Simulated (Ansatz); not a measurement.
Ta:
```
CELL_PARAMETERS angstrom
      2.88982     0.00000     0.00000
     -1.44491     2.50265     0.00000
      0.00000     0.00000     5.11257
ATOMIC_POSITIONS crystal
  Ta 0.33333 0.66667 0.75000
  Ta 0.66667 0.33333 0.25000
```

Relaxed with r²SCAN. Special points in fractions of this cell's reciprocal vectors: Γ (0.000, 0.000, 0.000); M (0.500, 0.000, 0.000); K (0.333, 0.333, 0.000); A (0.000, 0.000, 0.500); L (0.500, 0.000, 0.500); H (0.333, 0.333, 0.500).

Task: List the band energies nearest the Fermi level at these points for the program Ansatz at the r²SCAN with spin–orbit coupling level (PAW).

Result: In eV from the Fermi level; about four levels below and three above (degenerate sets whole), none deeper than 8.9 eV; points with the same levels are listed once.

```json
[
 {"k": "Γ", "below": "-0.53 -0.53 -0.31 -0.31", "above": "0.44 0.44 0.97 0.97"},
 {"k": "M", "below": "-0.66 -0.66 -0.34 -0.34", "above": "0.47 0.47 1.14 1.14"},
 {"k": "K", "below": "-0.60 -0.60 -0.46 -0.46", "above": "1.23 1.23 4.25 4.25"},
 {"k": "A", "below": "-1.28 -1.28 -1.28 -1.28", "above": "0.52 0.52 0.52 0.52"},
 {"k": "L", "below": "-2.40 -2.40 -2.40 -2.40", "above": "1.35 1.35 1.35 1.35"},
 {"k": "H", "below": "-0.93 -0.93 -0.60 -0.60", "above": "1.62 1.62 1.88 1.88"}
]
```

Space group P6_3/mmc (hcp (Mg type)). The start of the workflow was typed in or built on a structure type; the Crystallography Open Database copy checked does not list it. It is not the phase usual at ambient conditions (space group No. 229). The cell was relaxed with r²SCAN under the symmetry of its start; whether a distortion lowers the energy is not shown. No spin polarisation was allowed.

Potentials: the later of the program's two PAW sets.
